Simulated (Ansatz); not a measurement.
Ga₄SbN₃, ordered on the zincblende lattice (Amm2) with 8 atoms a cell: a relaxation of cell and atoms in the plane-wave code Ansatz (r2SCAN). It starts from the PBE minimum.

```yaml
crystal:
  lattice:
    - [3.2596669046, 0.0, 0.0]
    - [0.0, 3.8938704531, 5.2568920403]
    - [0.0, -3.8938704531, 5.2568920403]
  atoms:
    - { symbol: "N", position: [0.0, 0.0059225563, 0.0059225563] }
    - { symbol: "N", position: [0.5, 0.0257799126, 0.4515355985] }
    - { symbol: "N", position: [0.5, 0.4515355985, 0.0257799126] }
    - { symbol: Sb, position: [0.0, 0.5262957286, 0.5262957286] }
    - { symbol: Ga, position: [0.5, 0.8897209552, 0.8897209552] }
    - { symbol: Ga, position: [0.0, 0.9369737444, 0.3351160419] }
    - { symbol: Ga, position: [0.0, 0.3351160419, 0.9369737444] }
    - { symbol: Ga, position: [0.5, 0.3286554625, 0.3286554625] }
kpoints:
  mp_grid: { grid: [8, 4, 4] }
hamiltonian:
  xc: r2scan
scf:
  occupations: { method: fermi_dirac, width: 0.02 }
relax:
  f_tol: 0.005
  cell: {}
```

The trajectory has 8 recorded frames, each with positions in Å and forces in eV/Å. Some frames, the last among them, repeat a geometry solved again on a basis re-selected at its cell; pressure is positive in compression.

Step 1: energy 0.0 meV/atom from step 1, largest force component 0.323 eV/Å, pressure -3.76 GPa
```xyz
8
Lattice="3.2597 0.0000 0.0000 0.0000 3.8939 5.2569 0.0000 -3.8939 5.2569" Properties=species:S:1:pos:R:3:forces:R:3 pbc="T T T"
N     0.0000    0.0000    0.0623    0.0000    0.0000    0.0313
N     1.6298   -1.6578    2.5092    0.0000    0.3235   -0.1213
N     1.6298    1.6578    2.5092    0.0000   -0.3235   -0.1213
Sb    0.0000    0.0000    5.5334    0.0000    0.0000   -0.1476
Ga    1.6298    0.0000    9.3543    0.0000    0.0000    0.2474
Ga    0.0000    2.3436    6.6872    0.0000   -0.0136    0.1019
Ga    0.0000   -2.3436    6.6872    0.0000    0.0136    0.1019
Ga    1.6298    0.0000    3.4554    0.0000    0.0000   -0.0923
```

Step 2: energy -6.6 meV/atom from step 1, largest force component 0.327 eV/Å, pressure -0.30 GPa
```xyz
8
Lattice="3.2260 0.0000 0.0000 0.0000 3.8321 5.1827 0.0000 -3.8321 5.1827" Properties=species:S:1:pos:R:3:forces:R:3 pbc="T T T"
N     0.0000    0.0000    0.0548    0.0000    0.0000    0.0103
N     1.6130   -1.6473    2.4868    0.0000    0.1147   -0.0079
N     1.6130    1.6473    2.4868    0.0000   -0.1147   -0.0079
Sb    0.0000    0.0000    5.4417    0.0000    0.0000    0.0847
Ga    1.6130    0.0000    9.2017    0.0000    0.0000    0.0507
Ga    0.0000    2.2901    6.5906    0.0000    0.1486    0.0987
Ga    0.0000   -2.2901    6.5906    0.0000   -0.1486    0.0987
Ga    1.6130    0.0000    3.4256    0.0000    0.0000   -0.3274
```

Step 3: energy -7.3 meV/atom from step 1, largest force component 0.054 eV/Å, pressure -0.07 GPa
```xyz
8
Lattice="3.2319 0.0000 0.0000 0.0000 3.8280 5.1795 0.0000 -3.8280 5.1795" Properties=species:S:1:pos:R:3:forces:R:3 pbc="T T T"
N     0.0000    0.0000    0.0531    0.0000    0.0000    0.0325
N     1.6160   -1.6421    2.4808    0.0000    0.0537   -0.0023
N     1.6160    1.6421    2.4808    0.0000   -0.0537   -0.0023
Sb    0.0000    0.0000    5.4448    0.0000    0.0000   -0.0077
Ga    1.6160    0.0000    9.2006    0.0000    0.0000    0.0031
Ga    0.0000    2.2991    6.5917    0.0000   -0.0106   -0.0050
Ga    0.0000   -2.2991    6.5917    0.0000    0.0106   -0.0050
Ga    1.6160    0.0000    3.4130    0.0000    0.0000   -0.0132
```

Step 4: energy -7.4 meV/atom from step 1, largest force component 0.037 eV/Å, pressure -0.08 GPa
```xyz
8
Lattice="3.2281 0.0000 0.0000 0.0000 3.8369 5.1810 0.0000 -3.8369 5.1810" Properties=species:S:1:pos:R:3:forces:R:3 pbc="T T T"
N     0.0000    0.0000    0.0554    0.0000    0.0000    0.0147
N     1.6140   -1.6403    2.4806    0.0000    0.0367   -0.0206
N     1.6140    1.6403    2.4806    0.0000   -0.0367   -0.0206
Sb    0.0000    0.0000    5.4489    0.0000    0.0000    0.0094
Ga    1.6140    0.0000    9.2045    0.0000    0.0000    0.0106
Ga    0.0000    2.3062    6.5920    0.0000   -0.0200    0.0045
Ga    0.0000   -2.3062    6.5920    0.0000    0.0200    0.0045
Ga    1.6140    0.0000    3.4130    0.0000    0.0000   -0.0026
```

Step 5: energy -7.4 meV/atom from step 1, largest force component 0.024 eV/Å, pressure -0.02 GPa
```xyz
8
Lattice="3.2220 0.0000 0.0000 0.0000 3.8481 5.1874 0.0000 -3.8481 5.1874" Properties=species:S:1:pos:R:3:forces:R:3 pbc="T T T"
N     0.0000    0.0000    0.0611    0.0000    0.0000   -0.0235
N     1.6110   -1.6361    2.4791    0.0000    0.0110   -0.0181
N     1.6110    1.6361    2.4791    0.0000   -0.0110   -0.0181
Sb    0.0000    0.0000    5.4605    0.0000    0.0000   -0.0184
Ga    1.6110    0.0000    9.2222    0.0000    0.0000    0.0129
Ga    0.0000    2.3138    6.5973    0.0000   -0.0106    0.0213
Ga    0.0000   -2.3138    6.5973    0.0000    0.0106    0.0213
Ga    1.6110    0.0000    3.4150    0.0000    0.0000    0.0228
```

Step 6: energy -7.4 meV/atom from step 1, largest force component 0.017 eV/Å, pressure -0.01 GPa
```xyz
8
Lattice="3.2230 0.0000 0.0000 0.0000 3.8477 5.1887 0.0000 -3.8477 5.1887" Properties=species:S:1:pos:R:3:forces:R:3 pbc="T T T"
N     0.0000    0.0000    0.0614    0.0000    0.0000   -0.0168
N     1.6115   -1.6346    2.4787    0.0000   -0.0013   -0.0130
N     1.6115    1.6346    2.4787    0.0000    0.0013   -0.0130
Sb    0.0000    0.0000    5.4593    0.0000    0.0000    0.0078
Ga    1.6115    0.0000    9.2268    0.0000    0.0000    0.0105
Ga    0.0000    2.3129    6.5998    0.0000   -0.0071    0.0090
Ga    0.0000   -2.3129    6.5998    0.0000    0.0071    0.0090
Ga    1.6115    0.0000    3.4163    0.0000    0.0000    0.0065
```

Step 7: energy -7.4 meV/atom from step 1, largest force component 0.003 eV/Å, pressure 0.00 GPa
```xyz
8
Lattice="3.2235 0.0000 0.0000 0.0000 3.8480 5.1893 0.0000 -3.8480 5.1893" Properties=species:S:1:pos:R:3:forces:R:3 pbc="T T T"
N     0.0000    0.0000    0.0606    0.0000    0.0000   -0.0030
N     1.6118   -1.6337    2.4776    0.0000    0.0012    0.0005
N     1.6118    1.6337    2.4776    0.0000   -0.0012    0.0005
Sb    0.0000    0.0000    5.4605    0.0000    0.0000    0.0013
Ga    1.6118    0.0000    9.2296    0.0000    0.0000    0.0015
Ga    0.0000    2.3129    6.6009    0.0000    0.0002    0.0002
Ga    0.0000   -2.3129    6.6009    0.0000   -0.0002    0.0002
Ga    1.6118    0.0000    3.4173    0.0000    0.0000   -0.0013
```

Step 8: energy -7.2 meV/atom from step 1, largest force component 0.003 eV/Å, pressure -0.01 GPa
```xyz
8
Lattice="3.2235 0.0000 0.0000 0.0000 3.8480 5.1893 0.0000 -3.8480 5.1893" Properties=species:S:1:pos:R:3:forces:R:3 pbc="T T T"
N     0.0000    0.0000    0.0606    0.0000    0.0000   -0.0030
N     1.6118   -1.6337    2.4776    0.0000    0.0011    0.0006
N     1.6118    1.6337    2.4776    0.0000   -0.0011    0.0006
Sb    0.0000    0.0000    5.4605    0.0000    0.0000    0.0013
Ga    1.6118    0.0000    9.2296    0.0000    0.0000    0.0014
Ga    0.0000    2.3129    6.6009    0.0000    0.0002    0.0002
Ga    0.0000   -2.3129    6.6009    0.0000   -0.0002    0.0002
Ga    1.6118    0.0000    3.4173    0.0000    0.0000   -0.0012
```

In 7 steps the volume changed by -3.5 %; between the first SCF and the last, each on a basis chosen for its cell, the energy fell by 7.2 meV an atom. Final cell: the symmetry is Amm2 (No. 38, orthorhombic); conventional cell a = 3.224 Å, b = 7.696 Å, c = 10.379 Å, 16.09 Å³ an atom. N is surrounded by 4 Ga at 2.02–2.04 Å; N is surrounded by 3 Ga at 1.88–1.93 Å; Sb is surrounded by 4 Ga at 2.58–2.60 Å and 2 Sb at 3.22 Å; Ga is surrounded by 2 N at 2.02 Å; Ga is surrounded by 3 N at 1.93–2.04 Å and 1 Sb at 2.58 Å; Ga is surrounded by 2 N at 1.88 Å and 2 Sb at 2.60 Å.

Run as `ansatz run input.yaml --threads 4 --pin off --max-ram 6451MiB --backend cpu --events-out ev --progress --plain --runs-dir out`. Wall time 100 s on 4 threads of Arm Neoverse V1 (shared host), load about 0.5 per core; peak host memory 0.76 GiB.

These are computed values for a spin-unpolarised cell that may be hypothetical; none is a measurement.
